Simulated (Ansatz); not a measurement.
# Squeezing K$_{2}$Ir (fluorite type)

```yaml
crystal:
  lattice:
    - [0.00000, 3.79161, 3.79161]
    - [3.79161, 0.00000, 3.79161]
    - [3.79161, 3.79161, 0.00000]
  atoms:
    - { symbol: Ir, position: [0.00000, 0.00000, 0.00000] }
    - { symbol: K, position: [0.25000, 0.25000, 0.25000] }
    - { symbol: K, position: [0.75000, 0.75000, 0.75000] }
```

The cell comes from a relaxation on PAW files under the same functional, begun from a prototype that needn't be the stable phase.

Its volume is scaled at fixed shape and fractional positions.

All numbers are PBEsol results (scalar-relativistic) from Ansatz 0.2.0, with a Γ-centred 8×8×8 k mesh, Fermi–Dirac smearing of 0.05 eV, no spin polarisation. Methods: LAPW: all electrons, basis error target 0.5 meV/atom; PAW: frozen-core files, cutoff 420 eV.

Energies are extrapolated to zero smearing and count from the unscaled cell; pressure is positive in compression; gaps take the mesh and a band path. No temperature or zero-point motion is included.

Spin–orbit coupling is left out, which matters for the heavy atoms. The PAW files were made under PBE.

```csv
V/V0,V (Å³/atom),P LAPW (GPa),ΔE LAPW (eV/atom),P PAW − LAPW (GPa),ΔE PAW − LAPW (meV/atom)
1.00,36.34,-0.01,0.000,0.00,0.0
0.90,32.71,?,0.019,0.00,0.1
0.80,29.07,5.26,0.096,0.00,0.2
```

(1) What belongs in the row "0.90", column "P LAPW (GPa)"?

(2) From the table, what is the rise of the enthalpy H = E + pV up to the last row, and how stiff is the crystal between the last two rows?

Results:

(1) 1.94.

(2) ΔH = 0.096 eV + (5.26 GPa × 29.07 Å³ + 0.01 GPa × 36.34 Å³) × 0.006242 eV/(GPa·Å³) = 1.05 eV/atom, of which pV makes 91 %. The mean bulk modulus there is −ΔP/Δln V = 28.2 GPa.
